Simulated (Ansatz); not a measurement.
A generator proposed this cell of MoH₃.

```cif
data_structure
_symmetry_space_group_name_H-M 'P4/mmm'
_symmetry_Int_Tables_number 123
_cell_length_a 3.6318
_cell_length_b 3.6318
_cell_length_c 3.4262
_cell_angle_alpha 90.000
_cell_angle_beta 90.000
_cell_angle_gamma 90.000
_cell_volume 45.19
loop_
_atom_site_label
_atom_site_type_symbol
_atom_site_symmetry_multiplicity
_atom_site_Wyckoff_symbol
_atom_site_fract_x
_atom_site_fract_y
_atom_site_fract_z
_atom_site_occupancy
H1 H 2 e 0.00000 0.50000 0.50000 1
H2 H 1 c 0.50000 0.50000 0.00000 1
Mo1 Mo 1 a 0.00000 0.00000 0.00000 1
```

These are results of DFT PBE, scalar-relativistic, plane waves, PAW (Ansatz), not measurements. Settings: cutoff 420 eV, Γ-centred mesh 6×6×6 on the computed 4-atom cell, Gaussian smearing of 0.10 eV; no spin polarisation.

The zero of energy is the elements' standard structures at the same level (H₂ as a molecule); no fitted shifts are applied.

Q: Estimate its pressure, forces and energy as it stands.

A: The pressure is -34.3 GPa (the mean over three directions, positive in compression), the largest force is 0.00 eV/Å (symmetry fixes the atoms), and the energy is +1.27 eV/atom against the elements. The shortest distance is 2.50 Å.

Q: How much does it gain on relaxing, and where does it end?

A: Relaxing gains about 0.95 eV/atom (the start's value is from the coarse mesh, so the gain is rough) in 13 ionic steps and ends at +0.32 eV/atom on the finer mesh. The symmetry goes from P4/mmm (No. 123) to Pm-3m (No. 221). The end has the Cu3Au (L1_2) type. The volume per atom shrinks by 45.1 %, from 11.3 to 6.2 Å³. The shortest distance goes from 2.50 Å (Mo–H and H–H) to 2.06 Å (Mo–H and H–H). Conventional cell: a = 2.917 Å. Around H lie 4 Mo at 2.06 Å and 8 H at 2.06 Å; around Mo lie 12 H at 2.06 Å.

The last run used collinear spin, a 16×16×16 mesh for its 4-atom cell and Gaussian smearing of 0.10 eV. With hydrogen, zero-point motion can shift formation energies by some tens of meV/atom. The magnetic state reached may not be the lowest. The relaxation can't lower the symmetry of the start. A structure relaxed within its symmetry needn't be a true minimum.
